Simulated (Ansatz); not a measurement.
WC: a vibration from a frozen displacement

The calculation used DFT r2SCAN, scalar-relativistic, plane waves, PAW in Ansatz. Cutoff 500 eV, Γ-centred 18×18×16 k-points, Gaussian smearing of 0.15 eV. Spin–orbit coupling is left out, which matters for the heavy elements here. No spin polarisation. Energies are free energies at this smearing, counted from the undisturbed cell; pressure is positive in compression.

The starting cell (as given, not relaxed at this level; it stands at 4.3 GPa):

```xyz
2
Lattice="2.9005 0.0000 0.0000 -1.4503 2.5119 0.0000 0.0000 0.0000 2.8290" Properties=species:S:1:pos:R:3 pbc="T T T"
W     2.9005    0.0000    0.0000
C     1.4503    0.8373    1.4145
```

Every W atom is moved by x along the Cartesian unit vector (0.707, 0.707, 0.000); the cell and all other atoms stay fixed. The cell's volume is 20.61 Å³; the moved atoms weigh 183.840 u together and the others 12.011 u.

| x (Å) | ΔE (meV/cell) | total force on the moved atoms along the move (eV/Å) | pressure (GPa) |
| --- | --- | --- | --- |
| -0.1000 | 78.99 | 1.5584 | 5.8027 |
| -0.0750 | 44.72 | 1.1810 | 5.1525 |
| -0.0500 | 20.01 | 0.7950 | 4.6827 |
| 0.0000 | 0.00 | 0.0000 | 4.3051 |
| 0.0250 | 5.12 | -0.4112 | 4.4006 |
| 0.0750 | 46.86 | -1.2650 | 5.1958 |
| 0.1000 | 83.95 | -1.7032 | 5.9173 |

Question: What frequency belongs to this motion?

Answer: The force constant is k = −dF/dx = 16.265 eV/Å², from the parabola through x = -0.0500, 0 and 0.0250. In every cell the moved atoms swing against the rest, so the mass is μ = m₁m₂/(m₁ + m₂) = 11.274 u, and ν̃ = 521.5 cm⁻¹ × √(|k|/μ) = 626 cm⁻¹, at this cell's pressure of 4.3 GPa. To first order in x, and within 1 %, the force on every atom lies along the move and, within each of the two groups, in proportion to the atom's mass, so this is itself a mode at the zone centre of this cell.

Question: How far does the harmonic law reach?

Answer: At x = -0.100 Å, kx²/2 = 81.32 meV against the computed 78.99 meV (-2.9 %): the well is still close to harmonic there.

In a metal these slopes depend on the k mesh and the smearing.